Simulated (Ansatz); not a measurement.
## Two states of TiCu2NiS4

```
Ni Ti S Cu
1.0
     0.00000    5.22444    0.00000
     5.22444    0.00000    0.00000
     2.61222    2.61222   -5.22337
Ni Ti S Cu
1 1 4 2
Cartesian
  2.6122 2.6122 0.0000
  0.0000 0.0000 0.0000
  3.8771 3.8771 -3.8319
  1.2648 3.9596 -1.3915
  6.5718 6.5718 -3.8319
  3.9596 1.2648 -1.3915
  2.6122 5.2244 -2.6117
  5.2244 2.6122 -2.6117
```

Method: r2SCAN; PAW, plane waves to 500 eV, 4×4×4 (shifted by 0, 0, 0.5 steps) mesh, methfessel-paxton occupations (width 0.0159 eV) (Ansatz 0.2.0), atoms fixed.

State A: Ni1 up (collinear spin). State B: no moments (no spin polarisation).

**Question.** Compare the two self-consistent states.

**Answer.** State A is lower by 66.8 meV an atom at zero smearing.

```tsv
state	free energy (meV/atom)	largest moment in a small sphere (μB)	net moment (μB/cell)	gap on mesh (eV)	pressure (GPa)	largest force (eV/Å)
A	0.0	1.36	2.00	metal	3.6	1.21
B	66.8	0.00	0.00	metal	1.9	1.38
```

Origin: a known structure type with other elements, at an estimated volume, so it need not be a known compound. Caveats: the state breaks the symmetry of the cell; semilocal functionals often miss the gap of such magnets; the k mesh is coarse if the cell is a metal.
